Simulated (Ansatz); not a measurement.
A geometry of Mg away from equilibrium: the start of the relaxation of a relaxed Mg cell, doubled along one cell vector, shaken by Gaussian noise of σ = 0.08 Å a coordinate. Computed with r2SCAN (plane waves to 500 eV, PAW, scalar-relativistic; Ansatz, a quantum-chemistry and plane-wave program). Γ-centred k-mesh 13×13×7 on the run's cell (coarser than for final values), Fermi–Dirac smearing 0.05 eV.

```xyz
2
Lattice="-1.7960 1.7960 1.7482 1.7960 -1.7960 1.7482 3.5920 3.5920 -3.4964" Properties=species:S:1:pos:R:3 pbc="T T T"
Mg     0.0842    -0.0519     1.7358
Mg     1.6964     1.7276    -0.0470
```

**Question.** Which atoms carry the largest force, and which way does it point?

**Answer.** 0.46 eV/Å, on Mg1, Mg2 (atoms numbered as listed); on Mg1 its components are (-0.32, -0.33, -0.06).

**Question.** What is the pressure?

**Answer.** +0.3 GPa, compression positive.

**Question.** How far above the relaxed end point is this geometry?

**Answer.** 0.04 eV/atom; the path ends in P6₃/mmc (No. 194) (hcp (Mg type)).

No spin polarisation in the result.

The run could not lose the symmetry of its start.

Of the parent cell (I4/mmm (No. 139)): it is a generated cell of Mg: the first start was made by placing the elements on the sites of a structure type, and the end was not matched to a known phase here, so it may be hypothetical. Known forms of Mg include space group No. 194.
